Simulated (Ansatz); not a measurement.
A distorted cell of TiO$_{2}$ (rutile):

```xyz
6
Lattice="4.6434 0.0000 0.0000 0.0000 4.6434 0.0000 0.0000 0.0000 2.9638" Properties=species:S:1:pos:R:3 pbc="T T T"
Ti     0.0000     0.0000     0.0000
Ti     2.2417     2.3217     1.4819
O      1.4168     1.4168     0.0000
O      3.7385     0.9049     1.4819
O      0.9049     3.7385     1.4819
O      3.2266     3.2266     0.0000
```

Level of theory: PBE (plane waves to 420 eV, PAW, scalar-relativistic; Ansatz, an electronic-structure program). k mesh 6×6×9 (Γ-centred), Fermi-Dirac smearing 0.05 eV. E stands for the smeared free energy. Stress and pressure are positive under compression. TiO2 is run without spin polarisation. TiO2 was relaxed with its symmetry unable to fall.

Predict the force on every atom, in eV/Å.


```
atom      Fx      Fy     Fz
----  ------  ------  -----
Ti1   -1.104   0.000  0.000
Ti2    1.170   0.425  0.000
O3    -0.167  -0.149  0.000
O4     0.157  -0.127  0.000
O5     0.087  -0.070  0.000
O6    -0.142  -0.079  0.000
```

What is the stress tensor (GPa)?


```
  -0.02    -0.33     0.00
  -0.33     0.44     0.00
   0.00     0.00     0.57
```
The pressure, a third of the trace, is 0.33 GPa.

In it atom 2 sits (-0.080, 0.000, 0.000) Å away from its relaxed site. What is its energy relative to the relaxed cell?

46.7 meV/cell.

(For displaced atoms, the force is minus the slope of the energy, and its curvature is a force constant, which sets phonon frequencies.)
